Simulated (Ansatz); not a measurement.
Equation of state of TiN

```xyz
2
Lattice="0.0000 2.1220 2.1220 2.1220 0.0000 2.1220 2.1220 2.1220 0.0000" Properties=species:S:1:pos:R:3 pbc="T T T"
Ti    0.0000    0.0000    0.0000
N     2.1220    2.1220    2.1220
```

The geometry is COD entry 1011099, unchecked; take it as a test cell. It is an old determination, and later ones may differ.

Spin polarisation is left out, and whether a magnetic state lies lower isn't shown here.

All numbers are computed: DFT, PBEsol, all-electron LAPW, scalar-relativistic (Ansatz 0.2.0); DFT, PBEsol, PAW with Ansatz's default frozen-core files, scalar-relativistic (Ansatz 0.2.0).

For LAPW: a Γ-centred 13×13×13 k mesh, Fermi–Dirac smearing of 0.05 eV, basis error target 0.5 meV/atom, no spin polarisation. PAW takes a cutoff of 420 eV at this cell (files made with PBE, cores remade for this functional). The Ansatz runs share mesh, smearing and spin set-up. Plane-wave (PAW) pressures include the program's estimate of the Pulay term.

The cell above is scaled evenly, with fractional coordinates and shape held.

Problem. Estimate the equilibrium volume and bulk modulus that full-potential LAPW gives for this fixed shape.

Solution. V0 = 9.29 Å³/atom, B0 = 300 GPa, B0′ = 4.3, from a third-order Birch–Murnaghan fit to these pressures:
```
V/V(cell)  V (Å³/atom)  P, LAPW (GPa)  P, PAW (GPa)  free energy over the lowest listed, PAW (meV/atom)
   0.9400        8.982          10.76         10.74                                                 9.3
   0.9405        8.987          10.57         10.56                                                 9.0
   0.9600        9.173           3.79          3.79                                                 0.7
   0.9800        9.364          -2.46         -2.45                                                 0.0
   0.9900        9.460          -5.34         -5.33                                                 2.3
   1.0000        9.555          -8.07         -8.06                                                 6.3
   1.0100        9.651         -10.65        -10.64                                                11.9
   1.0200        9.746         -13.10        -13.09                                                19.0
   1.0400        9.937         -17.63        -17.60                                                37.3
   1.0600       10.128         -21.68        -21.65                                                60.8
```

PAW's V0 lies 0.00 % from the all-electron value and its B0 -0.1 %. Symmetry fixes shape and coordinates here, so this is the relaxed modulus.
